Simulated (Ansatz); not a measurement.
Computed with Ansatz, DFT PBE, scalar-relativistic, plane waves, PAW. All cells share a 420 eV cutoff and Γ-centred k meshes spaced at most about 0.3 Å⁻¹ (about 0.25 or finer for metals, 2π included). No spin polarisation in the final relaxations.

These are static total energies at zero pressure. All come from trial cells, and lower structures may exist.

Question: Order these relaxed structures of TaAl₅ by energy, lowest first, with the energy over the lowest of them.
A.

Space group F-43m (No. 216). a = 7.287 Å, b = 7.287 Å, c = 7.287 Å, α = 90.00°, β = 90.00°, γ = 90.00°
| atom | site | symmetry | x | y | z |
| --- | --- | --- | --- | --- | --- |
| Ta | 4a | -43m | 0.0000 | 0.0000 | 0.0000 |
| Al | 16e | .3m | 0.8750 | 0.3750 | 0.1250 |
| Al | 4c | -43m | 0.2500 | 0.2500 | 0.2500 |

B.

Space group P6/mmm (No. 191). a = 5.116 Å, b = 5.116 Å, c = 4.451 Å, α = 90.00°, β = 90.00°, γ = 120.00°
| atom | site | symmetry | x | y | z |
| --- | --- | --- | --- | --- | --- |
| Ta | 1a | 6/mmm | 0.0000 | 0.0000 | 0.0000 |
| Al | 3g | mmm | 0.0000 | 0.5000 | 0.5000 |
| Al | 2c | -6m2 | 0.3333 | 0.6667 | 0.0000 |

C.

Space group P-62m (No. 189). a = 4.993 Å, b = 4.993 Å, c = 4.572 Å, α = 90.00°, β = 90.00°, γ = 120.00°
```csv
atom,site,symmetry,x,y,z
Ta,1a,-62m,0.0000,0.0000,0.0000
Al,3g,m2m,0.3296,0.0000,0.5000
Al,2c,-6..,0.3333,0.6667,0.0000
```

Answer: A (0 meV/atom), C (69 meV/atom), B (347 meV/atom). Forms: A F-43m; C Ta and Al ordered on hcp sites, P-62m; B CaCu5 type, P6/mmm. Counting all near atoms (those within 1.25 times the shortest distance at each site; a plus sign parts nearer from farther groups; a slash parts the counts of unlike sites): A has Ta 16, Al 6+6/16; C has Ta 12, Al 12; B has Ta 6+12, Al 8/6+6.

These runs have no spin–orbit coupling, which can matter for Ta. A magnetic state wasn't ruled out in cells without spin, among them P-62m. Cells relaxed within their symmetry can be saddle points. Some candidate types were left out of the draw beforehand, so a known form may be missing.
